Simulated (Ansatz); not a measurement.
Below is a relaxed structure of YTiTe₃. The cell was found from a structure generator's guess, not taken from experiment.

Computed with Ansatz, DFT PBE, scalar-relativistic, plane waves, PAW. Cutoff 420 eV, Γ-centred mesh, Gaussian smearing, collinear spin.

```yaml
crystal:
  lattice:
    - [5.33888, 0.00000, 0.00000]
    - [0.00000, 5.33888, 0.00000]
    - [0.00000, 0.00000, 5.33888]
  atoms:
    - { symbol: Y, position: [0.50000, 0.50000, 0.50000] }
    - { symbol: Ti, position: [0.00000, 0.00000, 0.00000] }
    - { symbol: Te, position: [0.50000, 0.00000, 0.00000] }
    - { symbol: Te, position: [0.00000, 0.50000, 0.00000] }
    - { symbol: Te, position: [0.00000, 0.00000, 0.50000] }
```

Energies over the elements count from the elements' standard structures at the same level, with no fitted energy shifts.

Q: Find its symmetry and describe it.

A: Pm-3m (No. 221), the cubic perovskite type. Conventional cell: a = 5.339 Å. Y is surrounded by 12 Te at 3.78 Å; around Ti lie 6 Te at 2.67 Å; around Te lie 2 Ti at 2.67 Å, 4 Y at 3.78 Å and 8 Te at 3.78 Å.

Q: How far does it lie from the elements in energy?

A: −0.42 eV/atom. A negative formation energy is needed for stability but isn't enough: competing phases decide.

Q: Is it a metal?

A: Yes, bands cross the Fermi level on the 8×8×8 mesh.

Q: Which magnetic moments does it keep?

A: 0.00 μB per atom net, the space between the atoms included; by site: all under 0.1 μB.

The last run used collinear spin, an 8×8×8 mesh for its 5-atom cell and Gaussian smearing of 0.10 eV. These runs have no spin–orbit coupling, which can matter for Te. The reference form of Te is held partly by dispersion forces, which this level lacks. Symmetry constrained the relaxation, so the result can be a saddle point.
